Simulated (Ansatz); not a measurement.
The elements of this relaxed trial crystal are hidden behind letters.

```
lattice vectors (Å)
  -1.5657    1.5657    4.7905
   1.5657   -1.5657    4.7905
   1.5657    1.5657   -4.7905
fractional positions
X 0.5000 0.5000 0.0000
Z 0.8460 0.8460 0.0000
Z 0.1540 0.1540 0.0000
```

Theory: DFT PBE, scalar-relativistic, plane waves, PAW in Ansatz 0.2.0. The final run on the 3-atom cell used 420 eV, a Γ-centred 20×20×20 mesh, 0.10 eV smearing and no spin polarisation.

| Quantity | Value |
| --- | --- |
| Space group | I4/mmm (No. 139) |
| Conventional cell | a = 3.131 Å, c = 9.581 Å |
| Volume per atom | 15.66 Å³ |
| Density | 13.54 g/cm³ |
| Formation energy | −0.05 eV/atom |
| Gap on the 20×20×20 mesh of the 3-atom cell | 0 eV (a metal) |

Energies are uncorrected and count from the elements' standard states at the same level.

Question: X is a d-block element of period 6 and Z is a d-block element of period 5. Which elements are they?

Answer: X = Ta, Z = Ru, so the formula is TaRu2. Density times volume gives a mean mass of 13.54 × 15.66/1.6605 = 127.7 u per atom, and this set has 127.7 u. Around Ta lie 8 Ru at 2.66 Å, 4 Ta at 3.13 Å and 2 Ru at 3.31 Å; around Ru lie 4 Ta at 2.66 Å, 5 Ru at 2.88–2.95 Å, 4 Ru at 3.13 Å and 1 Ta at 3.31 Å. Other sets within the hints have nearly the same mass, so mass alone doesn't settle it; this one was computed.

These runs have no spin–orbit coupling, which can matter for Ta. Symmetry constrained the relaxation, so the result can be a saddle point. Another cell of TaRu2 relaxed alike, in P-62m, lies 40 meV/atom lower, so this cell isn't the stable form at this level.
